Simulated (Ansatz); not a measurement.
A geometry of Mo away from equilibrium: the start of the relaxation of a relaxed Mo cell displaced along its unstable phonon at q = (½, ½, 0) of its primitive reciprocal cell (211i cm⁻¹), largest move 0.15 Å. Computed with r2SCAN (plane waves to 500 eV, PAW, scalar-relativistic; Ansatz, an electronic-structure program). Γ-centred k-mesh 12×12×12 on the run's cell (coarser than for final values), Fermi–Dirac smearing 0.05 eV.

```xyz
2
Lattice="5.1731 0.0000 0.0000 2.5866 2.5866 0.0000 0.0000 0.0000 2.5866" Properties=species:S:1:pos:R:3 pbc="T T T"
Mo     0.0000     0.0000     0.1500
Mo     2.5866     0.0000    -0.1500
```

Q: What forces act on the atoms (eV/Å)?

A: 
```
atom    Fx    Fy     Fz
----  ----  ----  -----
Mo1   0.00  0.00   1.63
Mo2   0.00  0.00  -1.63
```

Q: What is the pressure?

A: -1.5 GPa, compression positive.

Q: How far above the relaxed end point is this geometry?

A: 1.07 eV/atom; the path ends in Im-3m (No. 229) (bcc (W type)).

No spin polarisation in the result.

The run could not lose the symmetry of its start.

Of the parent cell (Pm-3m (No. 221)): it is a generated cell of Mo: the first start was made by placing the elements on the sites of a structure type, and the end was not matched to a known phase here, so it may be hypothetical. Known forms of Mo include space group No. 229.
